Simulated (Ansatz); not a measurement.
WS2:
```
CELL_PARAMETERS angstrom
      6.51673     1.59313     0.00000
     -6.51673     1.59313     0.00000
     -2.17342     0.00000     5.24545
ATOMIC_POSITIONS crystal
  S  0.85824 0.14176 0.17581
  S  0.39300 0.60700 0.70905
  S  0.60700 0.39300 0.29095
  S  0.14176 0.85824 0.82419
  W  0.24375 0.75625 0.29530
  W  0.75625 0.24375 0.70470
```

Relaxed with PBEsol. Special points in fractions of this cell's reciprocal vectors: Γ (0.000, 0.000, 0.000); C (0.268, 0.268, 0.000); C2 (-0.268, 0.732, 0.000); Y2 (-0.500, 0.500, 0.000); M2 (-0.500, 0.500, 0.500); D (-0.252, 0.748, 0.500); D2 (0.252, 0.252, 0.500); A (0.000, 0.000, 0.500); L2 (0.000, 0.500, 0.500); V2 (0.000, 0.500, 0.000).

### Question
List the band energies nearest the Fermi level at these points for DFT-PBEsol in the program Ansatz with PAW potentials.

### Answer
In eV from the Fermi level; about four levels below and three above (degenerate sets whole), none deeper than 8.9 eV; points with the same levels are listed once.

| k | below | above |
|---|---|---|
| Γ | -1.11 -0.85 -0.44 -0.14 | 0.16 0.92 2.31 |
| C | -2.54 -1.92 -1.55 -1.13 | 2.45 2.50 2.55 |
| Y2 | -1.50 -1.36 -0.41 -0.16 | 0.00 0.18 0.95 |
| M2 | -1.76 -1.13 -1.10 -0.24 | 0.08 0.29 2.56 |
| D | -2.27 -2.24 -1.15 -0.85 | 2.29 2.33 3.13 |
| A | -1.43 -1.13 -1.03 -0.54 | 0.16 0.43 2.46 |
| L2 | -2.42 -2.42 -2.02 -1.21 -0.84 | 2.27 2.32 3.07 |
| V2 | -2.28 -2.17 -1.49 -1.18 | 2.42 2.45 2.61 |

Space group C2/m. The start of the workflow was typed in or built on a structure type; neither database checked (COD, Materials Project) lists it. It is not the phase usual at ambient conditions (space group No. 194). Symmetry was held in the PBEsol relaxation; whether a distortion lowers the energy is not shown. The workflow began spin-polarised and lost its moments. A crystal of weakly bound layers computed without a dispersion correction: the cell and the soft elastic constants depend strongly on that. Scalar-relativistic: spin–orbit coupling is off unless named, which matters more the heavier the elements.

Potentials: the earlier of the program's two PAW sets. The files were generated under PBE; for other functionals the program regenerates the frozen cores, and for LDA and PBEsol the local potential too.
